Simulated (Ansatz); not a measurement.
Starting cell, CdSe (zinc blende):

```
CELL_PARAMETERS angstrom
      0.00000     6.13327     6.13327
      3.06664     0.00000     3.06664
      3.06664     3.06664     0.00000
ATOMIC_POSITIONS crystal
  Se 0.37500 0.75000 0.75000
  Se 0.87500 0.75000 0.75000
  Cd 0.00000 0.00000 0.00000
  Cd 0.50000 0.00000 0.00000
```

Two-dimensional scan of atom 2 (Se, nearest neighbour Cd at 2.656 Å; its periodic images, 4.3 Å or more away, move with it): u runs along (0.707, 0.707, 0.000), v along (0.000, 0.000, 1.000) (Cartesian). Cell and other atoms are fixed.

The numbers are results of r2SCAN (plane waves to 500 eV, PAW, scalar-relativistic; Ansatz, a quantum-chemistry and plane-wave program), not measurements. k mesh 4×8×8 (Γ-centred), Fermi-Dirac smearing 0.05 eV. E stands for the smeared free energy. Points where atoms come too close for the PAW data are left out (x in tables, blank in figures). CdSe was relaxed with its symmetry unable to fall.

Changes of ΔE (meV/cell) from the point u = 0.000 Å, v = 0.000 Å when one coordinate moves alone (two changes are said to add if the coupling is within 5 % of the smaller one, nearly so within 20 %):

| point | change |
|---|---|
| u = 0.000 Å, v = -0.880 Å | 1891.4 |
| u = 0.000 Å, v = -0.440 Å | 537.1 |
| u = -0.880 Å, v = 0.000 Å | 2874.3 |
| u = -0.440 Å, v = 0.000 Å | 551.4 |
| u = 0.440 Å, v = 0.000 Å | 551.4 |
| u = 0.880 Å, v = 0.000 Å | 2874.3 |
| u = 0.000 Å, v = 0.440 Å | 517.5 |
| u = 0.000 Å, v = 0.880 Å | 1803.8 |

### Question
Do the two effects add at u = -0.440 Å, v = 0.440 Å? Give the computed change.

### Answer
The sum of the single changes is 551.4 + (517.5) = 1068.9; the calculation gives 2330.8, so the coupling contributes 1261.9 (over 20 % of the smaller single change, not additive).

### Question
What is the change at u = 0.440 Å, v = -0.880 Å, where both move, and how far is it from the sum?

### Answer
The sum of the single changes is 551.4 + (1891.4) = 2442.8; the calculation gives 1579.2, so the coupling contributes -863.6 (over 20 % of the smaller single change, not additive).

### Question
Do the two effects add at u = -0.880 Å, v = -0.880 Å? Give the computed change.

### Answer
The sum of the single changes is 2874.3 + (1891.4) = 4765.7; the calculation gives 1024.8, so the coupling contributes -3740.9 (over 20 % of the smaller single change, not additive).

(A displaced cell: forces are minus the slopes of the energy, force constants its curvatures, and phonons follow from these.)
